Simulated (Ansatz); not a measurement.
TaN (space group P6/mmm)

Space group P6/mmm (No. 191); a = 5.2017 Å, b = 5.2017 Å, c = 2.9061 Å, α = 90.00°, β = 90.00°, γ = 120.00°

```json
[
 {"atom": "Ta", "site": "1a", "symmetry": "6/mmm", "x": "0.0000", "y": "0.0000", "z": "0.0000"},
 {"atom": "Ta", "site": "2d", "symmetry": "-6m2", "x": "0.3333", "y": "0.6667", "z": "0.5000"},
 {"atom": "N", "site": "3f", "symmetry": "mmm", "x": "0.0000", "y": "0.5000", "z": "0.0000"}
]
```

Two coordinates are scanned: the volume, and the ratio of the stretch along z (the conventional c axis) to the stretch across it. Atoms keep their fractional coordinates.

Computed with PBEsol (plane waves to 420 eV, PAW, scalar-relativistic; Ansatz, an electronic-structure program). k mesh 10×10×16 (Γ-centred), Fermi-Dirac smearing 0.05 eV. Compression counts positive. With partly filled bands, the response to shear is sensitive to the k mesh, so small differences along c/a are uncertain. Spin-orbit coupling is left out, though Ta is heavy. TaN is run without spin polarisation. TaN was relaxed with its symmetry unable to fall. This is one of several known forms of TaN; the measured ambient cells at hand have space group No. 189. The last digit holds for this mesh only.

Changes of σzz − σxx (GPa) from the point V/V₀ = 1.000, (c/a)/(c/a)₀ = 1.000 when one coordinate moves alone (two changes are said to add if the coupling is within 5 % of the smaller one, nearly so within 20 %):

```csv
point,change
"V/V₀ = 1.000, (c/a)/(c/a)₀ = 0.880",66.72
"V/V₀ = 1.000, (c/a)/(c/a)₀ = 0.940",29.75
"V/V₀ = 0.920, (c/a)/(c/a)₀ = 1.000",12.38
"V/V₀ = 0.960, (c/a)/(c/a)₀ = 1.000",5.54
"V/V₀ = 1.040, (c/a)/(c/a)₀ = 1.000",-4.48
"V/V₀ = 1.080, (c/a)/(c/a)₀ = 1.000",-8.11
"V/V₀ = 1.000, (c/a)/(c/a)₀ = 1.060",-22.70
"V/V₀ = 1.000, (c/a)/(c/a)₀ = 1.120",-37.78
```

Q: Do the two effects add at V/V₀ = 0.920, (c/a)/(c/a)₀ = 1.060? Give the computed change.

A: The sum of the single changes is 12.38 + (-22.70) = -10.32; the calculation gives -15.16, so the coupling contributes -4.84 (over 20 % of the smaller single change, not additive).

Q: Do the two effects add at V/V₀ = 0.960, (c/a)/(c/a)₀ = 0.940? Give the computed change.

A: The sum of the single changes is 5.54 + (29.75) = 35.29; the calculation gives 38.16, so the coupling contributes 2.87 (over 20 % of the smaller single change, not additive).

Q: What is the change at V/V₀ = 1.080, (c/a)/(c/a)₀ = 1.120, where both move, and how far is it from the sum?

A: The sum of the single changes is -8.11 + (-37.78) = -45.89; the calculation gives -39.13, so the coupling contributes 6.76 (over 20 % of the smaller single change, not additive).

(A scan under strain: stresses follow from slopes of the energy per volume, elastic moduli from its curvatures.)
